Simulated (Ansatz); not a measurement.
GaN in space group I4mm (No. 107; Ga on 2a, N on 2a), r²SCAN in the plane-wave PAW code Ansatz. The conduction-band minimum lies at X, with 2 equivalent valleys. Second derivatives d²E/dk² of the lowest band at one valley (eV·Å²), along Cartesian directions:

| direction | d²E/dk² |
|---|---|
| [100] | 27.15 |
| [010] | 27.15 |
| [001] | 24.70 |
| [110] | 23.61 |
| [101] | 25.92 |
| [011] | 25.92 |

Task: Find the principal effective masses, the density-of-states mass and the conductivity mass.

Result: Off-diagonal terms follow from H_xy = H[110] − (H_xx + H_yy)/2, and m*/mₑ = 7.620 eV·Å² over each eigenvalue: 0.25, 0.31, 0.32. One valley's DOS mass (m₁m₂m₃)^(1/3) = 0.29, conductivity mass 3/(Σ 1/mᵢ) = 0.29 mₑ.

Task: What effective density of states Nc follows at 300 K for parabolic valleys?

Result: Nc = 2.509e19 × 2 × (0.29)^(3/2) ≈ 7.8e18 cm⁻³.

Task: With the computed static dielectric constant 26.4 (mean of the diagonal), estimate a hydrogenic donor's binding energy and radius.

Result: E = 13.606 eV × 0.29/26.4² ≈ 5.7 meV; a = 0.529 Å × ε/m* ≈ 48 Å. Semilocal masses tend to be too small when the gap is underestimated.

The first step of the workflow began from a Materials Project structure, measured or hypothetical; the Crystallography Open Database copy checked does not list it. It is not the phase usual at ambient conditions (space group No. 186, 216). The r²SCAN relaxation kept the symmetry of its start; whether a distortion lowers the energy is not shown. Scalar-relativistic: spin–orbit coupling is off unless named, which matters more the heavier the elements.

Potentials: the later of the program's two PAW sets.
